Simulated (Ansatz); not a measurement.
Sc: reading a single point

```yaml
crystal:
  lattice:
    - [3.26597, 5.58647, -0.09118]
    - [-3.18034, 5.53704, -0.02717]
    - [-0.05096, -0.05439, 5.07026]
  atoms:
    - { symbol: Sc, position: [0.14174, 0.14286, 0.24873] }
    - { symbol: Sc, position: [0.15896, 0.68178, 0.21512] }
    - { symbol: Sc, position: [0.65640, 0.16146, 0.24172] }
    - { symbol: Sc, position: [0.68206, 0.63108, 0.25922] }
    - { symbol: Sc, position: [0.27152, 0.34728, 0.77868] }
    - { symbol: Sc, position: [0.29323, 0.84063, 0.71199] }
    - { symbol: Sc, position: [0.78572, 0.28977, 0.68756] }
    - { symbol: Sc, position: [0.83450, 0.82334, 0.75762] }
```

Single point in Ansatz 0.2.0 with r2SCAN, no spin polarisation. Cutoff 500 eV, PAW datasets, 3×3×4 (shifted by 0, 0, 0.5 steps) k mesh, fermi-dirac filling (width 0.1 eV).

Task: Describe some of the short contacts.

Result: Sc–Sc at 2.65 Å: least valence density 0.15 e/Å³ and ELF 0.04 there. These are pseudo-fields; inside the PAW spheres they differ from the all-electron ones.

Task: Metal or insulator?

Result: It is a metal, with about 14 states/eV a cell as the mean within 0.25 eV of the Fermi level, mostly Sc d (85 %).

Task: Is the cell too large or too small?

Result: The pressure is 7.2 GPa (compression positive), so with the atoms held at these fractions the cell would first expand; the forces are large, so a full relaxation may end otherwise. The principal stresses 3.9, 7.8, 9.9 GPa differ, so its shape would change too.

Task: Where is the largest force?

Result: The largest is on Sc7: 2.40 eV/Å, components (-0.60, 1.44, 1.82). It makes 164° with the line to a nearest neighbour, Sc3 at 2.65 Å, pointing away from it.

Origin: a strained cell with displaced atoms, so it need not be a known compound. Caveats: many states at the Fermi level without spin polarisation, so a magnetic state may lie lower; the k mesh is coarse if the cell is a metal; atoms or cell far from equilibrium.
